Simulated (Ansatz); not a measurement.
**CoGe: computed property card**

CoGe:
```yaml
crystal:
  lattice:
    - [0.00000, 2.37192, 2.37192]
    - [2.37192, 0.00000, 2.37192]
    - [2.37192, 2.37192, 0.00000]
  atoms:
    - { symbol: Ge, position: [0.00000, 0.00000, 0.00000] }
    - { symbol: Co, position: [0.50000, 0.50000, 0.50000] }
```

Space group Fm-3m (No. 225), rock salt; conventional cell a = 4.744 Å, b = 4.744 Å, c = 4.744 Å, α = 90.00°, β = 90.00°, γ = 90.00°.

Method: PBEsol in the plane-wave PAW code Ansatz. Structure relaxed to zero pressure with the same functional. Other levels are named where they apply.

**Cell and energy**

| Quantity | Value |
|---|---|
| Volume per atom | 13.34 Å³ |
| Density | 8.19 g/cm³ |
| Formation energy from the elements (no fitted shifts) | 0.18 eV/atom |

**Electronic structure**

| Property | Result |
|---|---|
| Electronic character | metallic (no gap) |
| Density of states at the Fermi level | 0.69 states/eV per atom (mean over ±0.08 eV) |

**Magnetism**

| Item | Value |
|---|---|
| Magnetic order | non-magnetic (starting moments vanished) |

**Mechanics**

| Item | Result |
|---|---|
| Bulk modulus (Birch–Murnaghan fit) | 159 GPa |
| Pressure derivative B′ | 4.6 |
| Elastic constants (relaxed ions, GPa) | C11 = 287, C12 = 94.7, C44 = -33.8 |
| Mechanical stability | unstable (C has a negative eigenvalue) |

**Phonons**

| Item | Value |
|---|---|
| Highest zone-centre frequency | 205 cm⁻¹ |
| Zone-centre stability | no imaginary mode at Γ |

The cell is a constructed one: a structure type filled with these elements; neither database checked (COD, Materials Project) lists it. Its standing as an ambient phase is unchecked. The cell was relaxed with PBEsol under the symmetry of its start. The workflow began spin-polarised and lost its moments. As this level gives no gap, shear constants depend on the k-mesh and smearing (Fermi–Dirac, 0.1 eV here). As this level gives no gap, phonon frequencies hold no LO–TO term and depend on the k-mesh and smearing (Fermi–Dirac, 0.1 eV here). The references are the lowest solids computed at this level, not always the standard phases. Spin–orbit coupling is left out wherever it is not named.

Potentials: the later of the program's two PAW sets.
